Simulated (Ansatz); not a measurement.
KTaO₃ (cubic perovskite)

```yaml
crystal:
  lattice:
    - [3.98532, 0.00000, 0.00000]
    - [0.00000, 3.98532, 0.00000]
    - [0.00000, 0.00000, 3.98532]
  atoms:
    - { symbol: K, position: [0.00000, 0.00000, 0.00000] }
    - { symbol: Ta, position: [0.50000, 0.50000, 0.50000] }
    - { symbol: O, position: [0.00000, 0.50000, 0.50000] }
    - { symbol: O, position: [0.50000, 0.50000, 0.00000] }
    - { symbol: O, position: [0.50000, 0.00000, 0.50000] }
```

E(V) scan at fixed shape, V₀ the volume above. Symmetry pins the atoms to their sites.

Computed with PBEsol (plane waves to 420 eV, PAW, scalar-relativistic; Ansatz, a first-principles code). k mesh 9×9×9 (Γ-centred), Fermi-Dirac smearing 0.05 eV. Energies are smeared free energies. KTaO3 is run without spin polarisation. KTaO3 was relaxed with its symmetry unable to fall. Spin-orbit coupling is left out, though Ta is heavy. ΔE is measured from the relaxed starting cell.

What ΔE (kJ/mol of atoms) does the calculation give at V/V₀ = 0.940, 0.960, 0.970, 1.010, 1.030, 1.040, 1.050, 1.060?


```tsv
V/V₀	ΔE (kJ/mol of atoms)
0.940	3.11
0.960	1.33
0.970	0.74
1.010	0.08
1.030	0.66
1.040	1.15
1.050	1.77
1.060	2.50
```

(Under strain, the slope of the energy per volume gives the stress and its curvature an elastic modulus.)
